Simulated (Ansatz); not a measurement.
ZnCdO₂:
```
CELL_PARAMETERS angstrom
      3.38052     0.00000     0.00000
     -1.69026     2.92761     0.00000
      0.00000     0.00000     5.62302
ATOMIC_POSITIONS crystal
  Zn 0.00000 0.00000 0.99646
  Cd 0.66667 0.33333 0.48920
  O  0.66667 0.33333 0.09821
  O  0.00000 0.00000 0.65213
```

Relaxed with r²SCAN.

Question: Give the Bader charges and basin volumes of the independent atoms, r²SCAN in the plane-wave PAW code Ansatz.

Answer: 

```tsv
atom	Bader charge (e)	Bader volume (Å³)
Zn1	+1.28	11.3
Cd2	+1.19	16.4
O3	-1.25	14.4
O4	-1.23	13.5
```

Space group P3m1. The first step of the workflow began from a Materials Project structure, measured or hypothetical; the Crystallography Open Database copy checked does not list it. Its standing as an ambient phase is unchecked. The cell was relaxed with r²SCAN under the symmetry of its start; whether a distortion lowers the energy is not shown.

Potentials: the later of the program's two PAW sets.
